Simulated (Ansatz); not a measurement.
## Stress against strain in Hf

```yaml
crystal:
  lattice:
    - [0.00000, 2.22000, 2.22000]
    - [2.22000, 0.00000, 2.22000]
    - [2.22000, 2.22000, 0.00000]
  atoms:
    - { symbol: Hf, position: [0.00000, 0.00000, 0.00000] }
```

The geometry is COD entry 1534929, unchecked; take it as a test cell.

Spin–orbit coupling is left out, though it moves levels of the heavy atoms by tenths of an eV or more.

All numbers below come from DFT, LDA, all-electron LAPW, scalar-relativistic in Ansatz 0.2.0.

Settings: a Γ-centred 13×13×13 k mesh, Fermi–Dirac smearing of 0.03 eV, basis error target 1 meV/atom, no spin polarisation.

The strain is applied along the Cartesian axes of the cell as listed (the other components stay zero). Fractional coordinates are held (clamped ions).

σ is the change of stress from the unstrained cell, which is at -5.48 GPa; tension is positive, so slopes are stress–strain coefficients at that pressure. In a metal the k mesh adds noise.

Only quantities that a quadratic follows smoothly over the whole series are listed; rougher ones are left out.

| εxx = εyy | σzz (GPa) | σxx (GPa) |
| --- | --- | --- |
| -0.0300 | -5.74 | -7.00 |
| -0.0200 | -3.69 | -4.51 |
| -0.0100 | -1.83 | -2.15 |
| 0.0000 | 0.00 | 0.00 |
| 0.0200 | 3.33 | 3.81 |
| 0.0300 | 4.61 | 5.60 |

(1) Fit the series and read off the stiffness at zero strain.

(2) One run, at εxx = εyy = 0.0100, is withheld. Predict its row.

Results:

(1) Least-squares fits y = p0 + p1 x + p2 x² to the rows give σzz (GPa): p1 = 174, p2 = -620; σxx (GPa): p1 = 209, p2 = -780. So 2 C12 = 174 GPa and C11 + C12 = 209 GPa.

(2) The fits give 1.69, 2.01; the run gave 1.78, 1.95.
